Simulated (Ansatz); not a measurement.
Input for Ansatz (plane-wave DFT, PAW):

```yaml
crystal:
  lattice:
    - [4.271497011, 0.0, 0.0]
    - [0.0, 4.271497011, 0.0]
    - [0.0, 0.0, 3.04874141]
  atoms:
    - { symbol: Mn, position: [0.0, 0.0, 0.0], spin: 2.61 }
    - { symbol: Mn, position: [0.5, 0.5, 0.5], spin: 2.61 }
    - { symbol: O, position: [0.3110570009, 0.3110570009, 0.0], spin: 0.12 }
    - { symbol: O, position: [0.1889429991, 0.8110570009, 0.5], spin: 0.12 }
    - { symbol: O, position: [0.6889429991, 0.6889429991, 0.0], spin: 0.12 }
    - { symbol: O, position: [0.8110570009, 0.1889429991, 0.5], spin: 0.12 }
basis:
  ecutwfc: 420
kpoints:
  mp_grid: { grid: [8, 8, 12] }
hamiltonian:
  xc: pbe
scf:
  occupations: { method: gaussian, width: 0.1 }
output:
  forces: true
  stress: true
  eigenvalues: true
  populations: true
magnetization:
  spin_polarized: true
```

Launched with
```bash
ansatz run input.yaml --threads 1 --pin off --max-ram 2560MiB --backend cpu --events-out ev --progress --plain --runs-dir out
```

Theory: DFT PBE, scalar-relativistic, plane waves, PAW (Ansatz).

Part of what the program printed, abridged:

```
Pseudopotentials: kind: paw
Pseudopotential: Mn, paw, valence charge 15, recommended cutoff 420 eV (normal)
Pseudopotential: O, paw, valence charge 6, recommended cutoff 420 eV (normal)
Functional definition: PBE
Crystal: 6 atoms, lattice volume = 55.626 Å³
Basis set: ecut = 420 eV, 1059 PW (Γ), exchange–correlation on 60×60×48 points (8 copies of the dense FFT grid, shifted against one another)
Bands: 36, of which v1, the nominal top of the filled ones, is band 27 counted from 1 (26 counted from 0)
Symmetry: 16 space group operations
Space group: P42/mnm (ITA 136), of the structure as read, at distance tolerance 3.8e-5 Å
Magnetic group: BNS 136.495 (UNI 1155), of the structure as read, at distance tolerance 3.8e-5 Å
k-points: 105 of 768
Initial density: superposition of atomic densities (chi_scale 0.1, normalization cell, long waves kept (reshape's long-wave potential 0.00 eV rms))
Starting moments: Σ|m| = 5.7 μB on 6 of 6 sites
Initial wavefunctions: pseudopotential atomic-orbital guess
Functional: x = pbe(κ = 0.804, μ = 0.21951497), c = pbe(β = 0.06672455)
SCF iter   1: F=—  HF=-10059.423881 eV  |F-HF|=—  |Δ(HF+E_count)|=         —  Δρ=9.36e-2 (↑9.36e-2 ↓6.25e-2) dr2=1.13e1  dr2_m=4.34e-1  M=5.045 μB ∫|m|=5.252 μB  β_m=0.30  ethr=3.10e-3  ⟨swp⟩=5.8  Hψ=25236  notcnv=0
Mixer restart at iter 1: flushing history
spin=Collinear: Kerker preconditioning applied to the charge; magnetization (m = ρ↑ − ρ↓) channel mixes plain (no charge-response kernel on spin).
SCF iter   2: F=—  HF=-10061.500776 eV  |F-HF|=—  |Δ(HF+E_count)|=    2.08e0  Δρ=5.41e-2 (↑5.41e-2 ↓2.37e-2) dr2=2.11e0  dr2_m=4.22e-1  M=5.604 μB ∫|m|=5.756 μB  β_m=0.40  ethr=3.10e-3  ⟨swp⟩=3.0  Hψ=17134  notcnv=0  defer=364
SCF iter   3: F=—  HF=-10065.103214 eV  |F-HF|=—  |Δ(HF+E_count)|=    3.60e0  Δρ=2.93e-2 (↑2.93e-2 ↓2.60e-2) dr2=3.97e-1  dr2_m=2.53e-1  M=5.990 μB ∫|m|=6.143 μB  β_m=0.70  ethr=3.10e-3  ⟨swp⟩=2.1  Hψ=10334  notcnv=0  defer=363
SCF iter   4: F=—  HF=-10067.109839 eV  |F-HF|=—  |Δ(HF+E_count)|=    2.01e0  Δρ=1.33e-2 (↑1.33e-2 ↓1.28e-2) dr2=2.91e-1  dr2_m=3.19e-3  M=6.000 μB ∫|m|=6.186 μB  β_m=0.76  ethr=7.35e-4  ⟨swp⟩=2.9  Hψ=14299  notcnv=0  defer=363
SCF iter   5: F=—  HF=-10067.112950 eV  |F-HF|=—  |Δ(HF+E_count)|=   3.11e-3  Δρ=5.87e-3 (↑4.47e-3 ↓5.87e-3) dr2=1.75e-2  dr2_m=9.13e-3  M=6.000 μB ∫|m|=6.198 μB  β_m=0.78  ethr=5.39e-4  ⟨swp⟩=2.5  Hψ=13242  notcnv=0  defer=381
SCF iter   6: F=—  HF=-10067.120174 eV  |F-HF|=—  |Δ(HF+E_count)|=   7.22e-3  Δρ=3.48e-3 (↑3.48e-3 ↓1.50e-3) dr2=7.13e-3  dr2_m=9.18e-4  M=6.000 μB ∫|m|=6.204 μB  β_m=0.89  ethr=3.25e-5  ⟨swp⟩=2.0  Hψ=14284  notcnv=0  defer=383
SCF iter   7: F=—  HF=-10067.124103 eV  |F-HF|=—  |Δ(HF+E_count)|=   3.93e-3  Δρ=8.07e-4 (↑4.51e-4 ↓8.07e-4) dr2=6.37e-4  dr2_m=5.07e-5  M=6.000 μB ∫|m|=6.203 μB  β_m=0.94  ethr=1.32e-5  ⟨swp⟩=2.1  Hψ=12714  notcnv=0  defer=383
SCF iter   8: F=—  HF=-10067.124272 eV  |F-HF|=—  |Δ(HF+E_count)|=   1.69e-4  Δρ=4.07e-4 (↑2.59e-4 ↓4.07e-4) dr2=1.03e-4  dr2_m=3.52e-5  M=6.000 μB ∫|m|=6.203 μB  β_m=0.97  ethr=1.18e-6  ⟨swp⟩=2.1  Hψ=11572  notcnv=0  defer=383
SCF iter   9: F=—  HF=-10067.124305 eV  |F-HF|=—  |Δ(HF+E_count)|=   3.34e-5  Δρ=1.17e-4 (↑5.58e-5 ↓1.17e-4) dr2=1.35e-5  dr2_m=1.57e-6  M=6.000 μB ∫|m|=6.202 μB  β_m=0.99  ethr=1.91e-7  ⟨swp⟩=2.2  Hψ=10815  notcnv=0  defer=383
SCF iter  10: F=—  HF=-10067.124352 eV  |F-HF|=—  |Δ(HF+E_count)|=   4.69e-5  Δρ=4.00e-5 (↑4.00e-5 ↓3.59e-5) dr2=1.63e-7  dr2_m=6.57e-7  M=6.000 μB ∫|m|=6.202 μB  β_m=0.99  ethr=2.50e-8  ⟨swp⟩=2.3  Hψ=11332  notcnv=0  defer=383
SCF iter  11: F=—  HF=-10067.124353 eV  |F-HF|=—  |Δ(HF+E_count)|=   9.58e-8  Δρ=4.10e-6 (↑4.10e-6 ↓3.79e-6) dr2=1.95e-8  dr2_m=3.29e-9  M=6.000 μB ∫|m|=6.202 μB  β_m=1.00  ethr=3.02e-10  ⟨swp⟩=2.0  Hψ=11017  notcnv=0  defer=383
SCF iter  12: F=-10067.124353 eV  HF=-10067.124353 eV  |F-HF|=1.73e-9  |Δ(HF+E_count)|=   1.61e-8  Δρ=1.15e-6 (↑9.21e-7 ↓1.15e-6) dr2=1.91e-9  dr2_m=8.75e-11  M=6.000 μB ∫|m|=6.202 μB  ethr=3.61e-11  ⟨swp⟩=7.3  Hψ=28155  notcnv=0
SCF 1 converged in 12 iterations: F = -10067.124353 eV  dr2 = 1.91e-9
WARN: an SCF from ferrimagnetic starting moments (-2.73, 2.73, 0.12, 0.12, 0.12, 0.12 Bohr magnetons, atom by atom) was not made, by what the run has read of turns of its moments that order reads lower: the deck asks for what bars it, or types moments that do (magnetization.spin_polarized, in the input reference, names some of the keys), or the run goes by scf.lower_state_search: light, the default, which as a rule tries one only behind a close that has lost an order of both signs, or on which an open d or half-filled 4f shell of a PAW file has lost a moment that was set nearer to Hund's than to what is left; or, under a Hubbard U, one that names an f shell that the input leaves bare beside  ...
SCF converged after 12 iterations
Magnetization: 6.0000 μB (30.0000 up, 24.0000 down)
Absolute magnetization: 6.2287 μB (∫|ρ↑−ρ↓|, with the PAW one-centre terms)
Spin contamination: 0.0631 ħ² per cell (⟨S²⟩ above its minimum at these occupations)
Per-site moments (μB) at R_I (Å): [(2.41370268, 0.77510232), (2.41370268, 0.77510232), (0.07570889, 0.77510232), (0.07570889, 0.77510232), (0.07570889, 0.77510232), (0.07570889, 0.77510232)]
Free energy (F): -10067.124353 eV
Harris-Foulkes:  -10067.124353 eV  (|F-HF|=1.73e-9)
Internal energy: -10067.121531 eV  (E = F + TS)
E sigma→0 (E₀):  -10067.122942 eV
Entropy (-TS):   -0.002821 eV (-0.470 meV/atom)
Fermi energy:    10.965228 eV
--- Per-component energies (eV) ---
  E_band       = -578.876687
  E_kinetic    = 1299.205888
  E_local      = -5393.753916  (includes V_loc(G=0)·N_el)
  E_nonlocal   = 666.444118
  E_hartree    = 2117.117543
  E_xc         = -520.975991
  E_vxc        = -665.762367  (∫ρ·V_xc dr)
  E_paw        = -3221.522575  (= ΣΔE_a)
  E_vpaw       = -719.255028  (= ΣTr[D̂ρ^β])
  E_aug_tail   = 0.009781  (compensation charges beyond the density's cutoff)
  E_ewald      = -5013.646379
  E_smearing   = -0.002821  (= −TS)
--- Forces (eV/Å), atoms counted from 1 ---
  atom   1  Mn     0.00000000     0.00000000     0.00000000
  atom   2  Mn     0.00000000     0.00000000     0.00000000
  atom   3  O     -0.38573216    -0.38573216     0.00000000
  atom   4  O      0.38573216    -0.38573216     0.00000000
  atom   5  O      0.38573216     0.38573216     0.00000000
  atom   6  O     -0.38573216     0.38573216     0.00000000
--- Stress (GPa, compression-positive) ---
       11.674902       0.000000       0.000000
        0.000000      11.674902       0.000000
        0.000000       0.000000     -10.523318
  P = ⅓ Tr σ = 4.2755 GPa (42.755 kbar)
--- Band table (eV; the first three rows and the last of 210) ---
  k-point 0 ↑: bands = ["-71.0242", "-71.0208", "-39.7893", "-39.7784", "-39.7141", "-39.7141", "-39.6043", "-39.6043", "-9.1124", "-7.2723", "-6.5891", "-6.5891", "2.9825", "3.5781", "4.3421", "4.9060", "4.9060", "6.8199", "7.2495", "7.2495", "8.2307", "8.2993", "8.2993", "8.3697", "8.8294", "9.0475", "9.9337", "9.9337", "10.1650", "10.8337", "10.9374", "13.6824", "13.6824", "14.3052", "18.4111", "21.4195"]
  k-point 1 ↑: bands = ["-71.0239", "-71.0206", "-39.7933", "-39.7828", "-39.7134", "-39.7134", "-39.6042", "-39.6042", "-9.0520", "-7.2604", "-6.6045", "-6.6045", "3.0618", "3.6336", "4.4120", "4.9092", "4.9092", "6.5983", "7.3003", "7.3003", "8.0028", "8.2240", "8.2240", "8.3588", "8.8275", "9.0714", "10.0198", "10.0198", "10.0944", "10.8048", "11.0678", "13.5234", "13.5234", "14.2108", "18.6228", "21.6793"]
  k-point 2 ↑: bands = ["-71.0229", "-71.0200", "-39.8043", "-39.7949", "-39.7114", "-39.7114", "-39.6038", "-39.6038", "-8.8776", "-7.2355", "-6.6463", "-6.6463", "3.2913", "3.7899", "4.6191", "4.9331", "4.9331", "6.0909", "7.3862", "7.3862", "7.4689", "8.0871", "8.0871", "8.2982", "8.7750", "9.0554", "9.9246", "10.2162", "10.2162", "10.7202", "11.3745", "13.1429", "13.1429", "13.9377", "19.2135", "22.3557"]
  k-point 104 ↓: bands = ["-67.8905", "-67.8905", "-36.8660", "-36.8660", "-36.5786", "-36.5786", "-36.5727", "-36.5727", "-7.2473", "-7.2473", "-6.8166", "-6.8166", "4.3469", "4.3469", "4.8398", "4.8398", "6.1001", "6.1001", "7.5311", "7.5311", "9.1741", "9.1741", "9.6087", "9.6087", "11.8119", "11.8119", "12.1678", "12.1678", "12.6552", "12.6552", "13.5503", "13.5503", "14.4076", "14.4076", "22.7357", "22.7357"]
--- Löwdin populations: 6 sites ---
  site symbol q [e]    m [muB]
     0     Mn     13.6086     2.7472
     1     Mn     13.6086     2.7472
     2      O      6.6462     0.1156
     3      O      6.6462     0.1156
     4      O      6.6462     0.1156
     5      O      6.6462     0.1156
  spilling = 0.003665 (of n_electrons = 54.000000)
```

Self-consistency was reached.

It took 78 s on 1 thread of Intel(R) Xeon(R) Processor @ 2.50GHz (Skylake/Cascade Lake), with other jobs on the host, peak memory 0.61 GiB.

The state reached may not be the lowest one. The program reads another magnetic order as possibly lower. Moments started parallel, and an antiferromagnetic order may lie lower.